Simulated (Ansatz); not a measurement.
# Relaxing a structure of GaIr

The start is a generated cell, GaIr built in the CoSn-191 structure type. A full variable-cell relaxation at zero pressure is run with PBE (plane waves to 420 eV, PAW, scalar-relativistic; Ansatz, a quantum-chemistry and plane-wave program). The first steps use a coarse 7×7×8 k-mesh.

Starting cell:
```
CELL_PARAMETERS angstrom
      5.24720     0.00000     0.00000
     -2.62360     4.54421     0.00000
      0.00000     0.00000     4.18850
ATOMIC_POSITIONS crystal
  Ir 0.00000 0.50000 0.00000
  Ir 0.50000 0.00000 0.00000
  Ir 0.50000 0.50000 0.00000
  Ga 0.66667 0.33333 0.50000
  Ga 0.33333 0.66667 0.50000
  Ga 0.00000 0.00000 0.00000
```

```yaml
initial_pressure: "+11.4 GPa (positive: the cell is compressed)"
outcome: The space group stays P6/mmm (No. 191) (the run could not lower it); the end is AFLOW prototype AB_hP6_191_f_ad (B35, as in CoSn), with 6 atoms in the primitive cell
energy_released: 0.06 eV/atom
volume_change: +5.1 %, from 16.65 to 17.49 Å³/atom
Shortest distances (start → end): "The closest pairs of elements (up to four, under 3.6 Å), start → end: Ga–Ir 2.58 → 2.58 Å; Ir–Ir 2.62 → 2.72 Å; Ga–Ga 3.03 → 3.14 Å"
optimiser_moves: 7
```

It ends as:

Space group P6/mmm (No. 191); a = 5.442 Å, b = 5.442 Å, c = 4.091 Å, α = 90.00°, β = 90.00°, γ = 120.00°

```json
[
 {"atom": "Ir", "site": "3f", "symmetry": "mmm", "x": "0.0000", "y": "0.5000", "z": "0.0000"},
 {"atom": "Ga", "site": "2d", "symmetry": "-6m2", "x": "0.3333", "y": "0.6667", "z": "0.5000"},
 {"atom": "Ga", "site": "1a", "symmetry": "6/mmm", "x": "0.0000", "y": "0.0000", "z": "0.0000"}
]
```

Final values are on a 10×10×11 k-mesh of the relaxed cell. No spin polarisation in the result.

The run could not lose the symmetry of its start: the end is stationary, and may be a saddle point rather than a minimum.

All atoms sit on sites fixed by symmetry, so only the cell could relax.

The relaxed structure here is a generated cell of GaIr: the first start was made by placing the elements on the sites of a structure type, and the end was not matched to a known phase here, so it may be hypothetical.
